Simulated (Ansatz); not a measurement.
GaSb:
```
CELL_PARAMETERS angstrom
      0.00000     3.06629     3.06629
      3.06629     0.00000     3.06629
      3.06629     3.06629     0.00000
ATOMIC_POSITIONS crystal
  Ga 0.00000 0.00000 0.00000
  Sb 0.25000 0.25000 0.25000
```

Relaxed with r²SCAN in the plane-wave PAW code Ansatz. Indices refer to the conventional cell of F-43m, a = 6.133 Å, b = 6.133 Å, c = 6.133 Å, α = 90.00°, β = 90.00°, γ = 90.00°.

Q: Simulate the powder diffraction pattern (neutron, λ = 1.5401 Å; lines above 1 %) up to 2θ = 90°.

A: Simulated powder pattern, neutron, λ = 1.5401 Å (kinematic, ideal powder, no thermal factors, coherent scattering alone; the 30 strongest lines at most, above 1 %, up to 2θ = 90°):

| 2θ (°) | d (Å) | I/Imax (%) | hkl |
|---|---|---|---|
| 25.12 | 3.541 | 87 | (111) |
| 29.09 | 3.066 | 1.7 | (200) |
| 41.61 | 2.168 | 100 | (220) |
| 49.22 | 1.849 | 76 | (311) |
| 60.30 | 1.533 | 27 | (400) |
| 66.37 | 1.407 | 48 | (331) |
| 68.33 | 1.371 | 1.6 | (420) |
| 75.93 | 1.252 | 79 | (422) |
| 81.46 | 1.180 | 50 | (511)+(333) |

The r²SCAN relaxation kept the symmetry of its start. Scalar-relativistic: spin–orbit coupling is off unless named, which matters more the heavier the elements.

Potentials: the earlier of the program's two PAW sets.
